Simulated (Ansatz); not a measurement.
Start of a relaxation, C put at a top Rh site (Rh, Fm-3m (No. 225), (1 1 1) face):

```yaml
crystal:
  lattice:
    - [2.67286, 0.00000, 0.00000]
    - [-1.33643, 2.31476, 0.00000]
    - [0.00000, 0.00000, 25.54714]
  atoms:
    - { symbol: Rh, position: [0.66667, 0.33333, 0.33272] }
    - { symbol: Rh, position: [0.33333, 0.66667, 0.41814] }
    - { symbol: Rh, position: [0.00000, 0.00000, 0.50193] }
    - { symbol: Rh, position: [0.66667, 0.33333, 0.58602] }
    - { symbol: C, position: [0.66667, 0.33333, 0.67135] }
```

These are results of DFT PBEsol, scalar-relativistic, plane waves, PAW (Ansatz), not measurements. Cutoff 420 eV; k points 12×12×1 on the computed 5-atom cell (Γ-centred); Gaussian smearing, width 0.10 eV; no spin polarisation. The cell repeats along c with a dipole correction in the vacuum.

Atoms 1, 2 (counted from 1) are held. The cell is fixed. Force threshold 0.03 eV/Å.

| step | E − E_final (eV) | largest force (eV/Å) |
| --- | --- | --- |
| 1 | 1.170 | 3.114 |
| 2 | 0.361 | 3.048 |
| 3 | 0.732 | 9.257 |
| 4 | 0.016 | 0.890 |
| 5 | 0.008 | 0.689 |
| 6 | 0.000 | 0.015 |
| 7 | 0.000 | 0.009 |

(1) What is the final structure?

The end is the local minimum or symmetric point that this start leads to. The slab is only 6.5 Å thick, so the energy isn't converged with thickness.

Answers

(1)
```
CELL_PARAMETERS angstrom
2.67286 0.00000 0.00000
-1.33643 2.31476 0.00000
0.00000 0.00000 25.54714
ATOMIC_POSITIONS crystal
Rh 0.66667 0.33333 0.33272
Rh 0.33333 0.66667 0.41814
Rh 0.00000 0.00000 0.50220
Rh 0.66667 0.33333 0.59508
C 0.66667 0.33333 0.66183
```

Cost: 1 run of about 1.4 core-minutes, on Intel Xeon Platinum 8375C (Ice Lake) (shared hosts).